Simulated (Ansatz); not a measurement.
Mo (bcc, W type)

```yaml
crystal:
  lattice:
    - [-1.57544, 1.57544, 1.57544]
    - [1.57544, -1.57544, 1.57544]
    - [1.57544, 1.57544, -1.57544]
  atoms:
    - { symbol: Mo, position: [0.00000, 0.00000, 0.00000] }
```

The slice is a {211} plane (indices of the conventional cell) through the point (0.000, 0.000, 0.000) (fractional), spanned by u = [111] and v = [1 0 -1] in vectors of this cell: u (2.73 Å) and v (4.46 Å, at 90° to u). It covers one period; positions are fractions (u, v).

All values below come from r2SCAN (plane waves to 500 eV, PAW, scalar-relativistic; Ansatz, an electronic-structure program). k mesh 21×21×21. Near the nuclei the fields are pseudised (PAW); where an atom keeps semicore shells as valence, they peak there. Mo is run without spin polarisation. Mo was relaxed with its symmetry unable to fall. The PAW data are Ansatz's earlier set.

### Question
What is the valence density on the shortest Mo–Mo line in this plane (2.73 Å), at its midpoint?

### Answer
0.38 e/Å³.

### Question
What is the ELF at the midpoint of the shortest Mo–Mo line in this plane (2.73 Å)?

### Answer
0.30.

### Question
Predict the map of the electron localisation function (ELF) on the slice.

### Answer
```tsv
v \ u	0.00	0.17	0.33	0.50	0.67	0.83
0.90	x	0.68	0.26	0.33	0.26	0.68
0.75	0.23	0.22	0.37	0.50	0.37	0.22
0.60	0.44	0.38	0.33	0.33	0.33	0.38
0.45	0.39	0.31	0.29	0.30	0.29	0.31
0.30	0.32	0.36	0.44	0.47	0.44	0.36
0.15	0.69	0.48	0.20	0.39	0.20	0.48
0.00	x	x	0.43	0.30	0.43	x
```

Values: electron localisation function (ELF). Points within 0.5 Å of a nucleus are blanked (x), as the pseudised field means little there.
